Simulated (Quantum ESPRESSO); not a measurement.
## ZnGa2GeAs4 (input and log of a self-consistent run)

A calculation, not a measurement. The program is pw.x of Quantum ESPRESSO 7.5 (plane-wave density functional theory). The cell is made up: 8 atoms on a zincblende/diamond lattice, with randomly drawn elements, strain and displacements, not relaxed. PseudoDojo standard norm-conserving files (v0.5 for PBE, v0.4.1 for LDA and PBEsol) set the functional; there is no spin polarisation, spin-orbit coupling or dispersion term, and the masses in the input are unused placeholders.

Input:

```
&control calculation='scf', pseudo_dir='./dojo.nc.sr.pbe.v0_5.standard.upf', outdir='./o', disk_io='medium', tprnfor=.true., tstress=.true. /
&system ibrav=0, nat=8, ntyp=4, nbnd=70, ecutwfc=84.00895049, nosym=.true., tot_charge=0,
 occupations='smearing', smearing='fd', degauss=0.0073498644
/
&electrons conv_thr=7.350e-09, electron_maxstep=60, /
ATOMIC_SPECIES
As 1.0 As.upf
Ga 1.0 Ga.upf
Ge 1.0 Ge.upf
Zn 1.0 Zn.upf
CELL_PARAMETERS angstrom
5.8342 0.0197 -0.0217
0.0197 5.9613 0.0219
-0.0217 0.0219 5.8618
ATOMIC_POSITIONS angstrom
Zn 0.0009 -0.0398 0.0905
Ga -0.0832 2.9368 2.9389
Ga 2.9458 0.0171 2.9236
Ge 2.8584 3.0135 0.0865
As 1.4047 1.5175 1.5206
As 1.3974 4.4716 4.4339
As 4.4111 1.5076 4.4823
As 4.3488 4.546 1.4205
K_POINTS automatic
6 6 6 1 1 1
```

The log is shortened where brackets say so; the opening notice, blank lines, dates and the lines on written files are dropped, and the path of the files is cut. It prints rydbergs, bohrs and kilobars, and counts compression as positive stress.

```
     Program PWSCF v.7.5
     Parallel version (MPI & OpenMP), running on       1 processor cores
     Number of MPI processes:                 1
     Threads/MPI process:                     1
     [start-up lines left out]
     bravais-lattice index     =            0
     lattice parameter (alat)  =      11.0252  a.u.
     unit-cell volume          =    1375.7295 (a.u.)^3
     number of atoms/cell      =            8
     number of atomic types    =            4
     number of electrons       =       120.00
     number of Kohn-Sham states=           70
     kinetic-energy cutoff     =      84.0090  Ry
     charge density cutoff     =     336.0358  Ry
     scf convergence threshold =      7.3E-09
     mixing beta               =       0.7000
     number of iterations used =            8  plain     mixing
     Exchange-correlation= PBE
                           (   1   4   3   4   0   0   0)
     [axes and pseudopotential details left out]
   Cartesian axes
     site n.     atom                  positions (alat units)
         1        Zn     tau(   1) = (   0.0001543  -0.0068218   0.0155118  )
         2        Ga     tau(   2) = (  -0.0142606   0.5033703   0.5037302  )
         3        Ga     tau(   3) = (   0.5049129   0.0029310   0.5011078  )
         4        Ge     tau(   4) = (   0.4899325   0.5165167   0.0148262  )
         5        As     tau(   5) = (   0.2407669   0.2601009   0.2606323  )
         6        As     tau(   6) = (   0.2395157   0.7664365   0.7599746  )
         7        As     tau(   7) = (   0.7560667   0.2584041   0.7682704  )
         8        As     tau(   8) = (   0.7453884   0.7791887   0.2434750  )
     number of k points=   108  Fermi-Dirac smearing, width (Ry)=  0.0073
     Number of k-points >= 100: set verbosity='high' to print them.
     Dense  grid:   143115 G-vectors     FFT dimensions: (  72,  72,  72)
     Estimated max dynamical RAM per process >     240.01 MB
     Initial potential from superposition of free atoms
     starting charge     119.9927, renormalised to     120.0000
     Starting wfcs are   73 randomized atomic wfcs
     total cpu time spent up to now is       60.2 secs
     per-process dynamical memory:   129.3 Mb
     Self-consistent Calculation
     iteration #  1     ecut=    84.01 Ry     beta= 0.70
     Davidson diagonalization with overlap
     ethr =  1.00E-02,  avg # of iterations =  4.0
     Threshold (ethr) on eigenvalues was too large:
     Diagonalizing with lowered threshold
     Davidson diagonalization with overlap
     ethr =  1.58E-04,  avg # of iterations =  6.1
     total cpu time spent up to now is      416.1 secs
     total energy              =   -1751.22064509 Ry
     estimated scf accuracy    <       0.18798134 Ry
     iteration #  2     ecut=    84.01 Ry     beta= 0.70
     Davidson diagonalization with overlap
     ethr =  1.57E-04,  avg # of iterations =  2.2
     total cpu time spent up to now is      630.5 secs
     total energy              =   -1751.25401785 Ry
     estimated scf accuracy    <       0.07538219 Ry
     iteration #  3     ecut=    84.01 Ry     beta= 0.70
     Davidson diagonalization with overlap
     ethr =  6.28E-05,  avg # of iterations =  2.0
     total cpu time spent up to now is      867.8 secs
     total energy              =   -1751.27178397 Ry
     estimated scf accuracy    <       0.00634438 Ry
     iteration #  4     ecut=    84.01 Ry     beta= 0.70
     Davidson diagonalization with overlap
     ethr =  5.29E-06,  avg # of iterations =  6.5
     total cpu time spent up to now is     1153.9 secs
     total energy              =   -1751.27311011 Ry
     estimated scf accuracy    <       0.00267948 Ry
     iteration #  5     ecut=    84.01 Ry     beta= 0.70
     Davidson diagonalization with overlap
     ethr =  2.23E-06,  avg # of iterations =  2.7
     total cpu time spent up to now is     1405.6 secs
     total energy              =   -1751.27364844 Ry
     estimated scf accuracy    <       0.00008218 Ry
     iteration #  6     ecut=    84.01 Ry     beta= 0.70
     Davidson diagonalization with overlap
     ethr =  6.85E-08,  avg # of iterations =  3.3
     total cpu time spent up to now is     1705.6 secs
     total energy              =   -1751.27367150 Ry
     estimated scf accuracy    <       0.00002208 Ry
     iteration #  7     ecut=    84.01 Ry     beta= 0.70
     Davidson diagonalization with overlap
     ethr =  1.84E-08,  avg # of iterations =  2.1
     total cpu time spent up to now is     1980.2 secs
     total energy              =   -1751.27367712 Ry
     estimated scf accuracy    <       0.00000255 Ry
     iteration #  8     ecut=    84.01 Ry     beta= 0.70
     Davidson diagonalization with overlap
     ethr =  2.12E-09,  avg # of iterations =  2.1
     total cpu time spent up to now is     2255.4 secs
     total energy              =   -1751.27367772 Ry
     estimated scf accuracy    <       0.00000027 Ry
     iteration #  9     ecut=    84.01 Ry     beta= 0.70
     Davidson diagonalization with overlap
     ethr =  2.22E-10,  avg # of iterations =  2.9
     total cpu time spent up to now is     2477.7 secs
     total energy              =   -1751.27367777 Ry
     estimated scf accuracy    <       0.00000004 Ry
     iteration # 10     ecut=    84.01 Ry     beta= 0.70
     Davidson diagonalization with overlap
     ethr =  3.52E-11,  avg # of iterations =  2.6
     total cpu time spent up to now is     2707.4 secs
     End of self-consistent calculation
     [lines on levels left out]
!    total energy              =   -1751.27367779 Ry
     estimated scf accuracy    <          4.8E-09 Ry
     smearing contrib. (-TS)   =      -0.00149241 Ry
     internal energy E=F+TS    =   -1751.27218538 Ry
     The total energy is F=E-TS. E is the sum of the following terms:
     one-electron contribution =   -1139.14842339 Ry
     hartree contribution      =     626.22193250 Ry
     xc contribution           =    -362.06854268 Ry
     ewald contribution        =    -876.27715181 Ry
     convergence has been achieved in  10 iterations
     Forces acting on atoms (cartesian axes, Ry/au):
     atom    1 type  4   force =     0.01186764    0.00655289   -0.01435338
     atom    2 type  2   force =     0.00109877    0.01897475    0.01028212
     atom    3 type  2   force =    -0.01151629    0.00524121    0.02027606
     atom    4 type  3   force =     0.00434199   -0.00643348   -0.02212105
     atom    5 type  1   force =     0.00405022   -0.01558428   -0.00408144
     atom    6 type  1   force =    -0.00014650    0.01024460   -0.00580718
     atom    7 type  1   force =    -0.01629721   -0.00347626   -0.00281910
     atom    8 type  1   force =     0.00660138   -0.01551943    0.01862396
     Total force =     0.057525     Total SCF correction =     0.000397
     Computing stress (Cartesian axis) and pressure
          total   stress  (Ry/bohr**3)                   (kbar)     P=      -36.58
  -0.00021922  -0.00000964  -0.00000704          -32.25       -1.42       -1.04
  -0.00000964  -0.00028678  -0.00002095           -1.42      -42.19       -3.08
  -0.00000704  -0.00002095  -0.00024000           -1.04       -3.08      -35.30
     init_run     :     56.47s CPU     60.12s WALL (       1 calls)
     electrons    :   2567.67s CPU   2647.24s WALL (       1 calls)
     forces       :     28.78s CPU     29.12s WALL (       1 calls)
     stress       :     93.84s CPU     96.71s WALL (       1 calls)
     [timing details left out]
     PWSCF        :  45m47.41s CPU  47m15.92s WALL
     JOB DONE.
```

In other units: free energy -23827.292 eV for the cell, pressure -3.66 GPa, largest force component 0.569 eV/Å. A rerun of this cell at 1437 eV and a 8 x 8 x 8 mesh moved values by no more than 0.005 eV in energy, 0.02 GPa in stress and 0.004 eV/Å in force.